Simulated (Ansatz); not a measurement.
MoPt (L1₀ or tetragonal B2, space group No. 123), plane-wave PAW r²SCAN (Ansatz code), all energies at zero smearing, with the estimated change up to a 700 eV cutoff added, with one set of potentials and settings (totals compare only within such a set). Cell of 2 atoms (1 Pt, 1 Mo): -17506.425 eV.

```
element             reference phase  E (eV/atom)
-------  --------------------------  -----------
Pt       Fm-3m, 1 atoms in the cell  -12538.2501
Mo       Im-3m, 1 atoms in the cell   -4967.6249
```

Formation energy per atom, worked out: (-17506.425 − 1×(-12538.2501) − 1×(-4967.6249))/2 = -0.275 eV/atom (-27 kJ per mol of atoms), at 0 K, without zero-point energy or fitted corrections.

Space group P4/mmm (L1₀ or tetragonal B2). The start of the workflow was typed in or built on a structure type; neither database checked (COD, Materials Project) lists it. Its standing as an ambient phase is unchecked. The cell was relaxed with r²SCAN under the symmetry of its start; its stability against distortions is not shown here. The run is not spin-polarised. The references are the lowest solids computed at this level, not always the standard phases. Scalar-relativistic: spin–orbit coupling is off unless named, which matters more the heavier the elements.

Potentials: the earlier of the program's two PAW sets.
